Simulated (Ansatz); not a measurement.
# Zone-centre phonons of TiAl$_{3}$ at 11 GPa: input and output

Theory: DFT LDA, scalar-relativistic, plane waves, PAW (Ansatz).

Launched with:
```bash
ansatz run input.yaml --threads 1 --pin off --max-ram 3072MiB --backend cpu --events-out ev --progress --plain --runs-dir out
```

Input (bare energies are in eV):
```yaml
crystal:
  lattice:
    - [3.8099961015, 0.0, 0.0]
    - [0.0, 3.8099961015, 0.0]
    - [0.0, 0.0, 3.8099961015]
  atoms:
    - { symbol: Ti, position: [0.0, 0.0, 0.0] }
    - { symbol: Al, position: [0.5, 0.5, 0.0] }
    - { symbol: Al, position: [0.5, 0.0, 0.5] }
    - { symbol: Al, position: [0.0, 0.5, 0.5] }
basis:
  ecutwfc: 420
kpoints:
  mp_grid: { grid: [12, 12, 12] }
hamiltonian:
  xc: lda
scf:
  occupations: { method: fermi_dirac, width: 0.15 }
output:
  eigenvalues: true
phonons:
  method: dfpt
  eigenvectors: true
```

The end of the output:
```
--- Phonons (Γ-DFPT): 3 representative perturbations + reference, on 343 of 1728 k-points (Σ response iterations 9) ---
  k mesh reduced under 8 symmetry operations, with k and −k counted as one. Each operation leaves every solved displacement unchanged or reverses it
  ASR residual: 1.110e-3 → 0.000e0 eV/Å²; symmetrization residual: 2.552e-6 eV/Å²
  ASR residual per site (eV/Å²): 1.11e-3 2.67e-5 2.67e-5 2.67e-5
  Γ frequencies (cm⁻¹): 0.00 0.00 0.00 300.35 300.35 300.35 318.26 318.26 318.26 408.04 408.04 408.04
  non-analytic LO–TO correction: not included (Born effective charges unavailable; polar crystals: no LO–TO splitting at Γ)
```

The run took 3.6 min on 1 thread of Intel(R) Xeon(R) Processor @ 2.50GHz (Skylake/Cascade Lake), with other jobs on the host, peak memory 1.2 GiB.

In a metal, frequencies and elastic constants depend on the k mesh and the smearing, soft modes and shear constants most. Other phases may be more stable at this pressure.

This form isn't the usual stable structure of the compound at low pressure.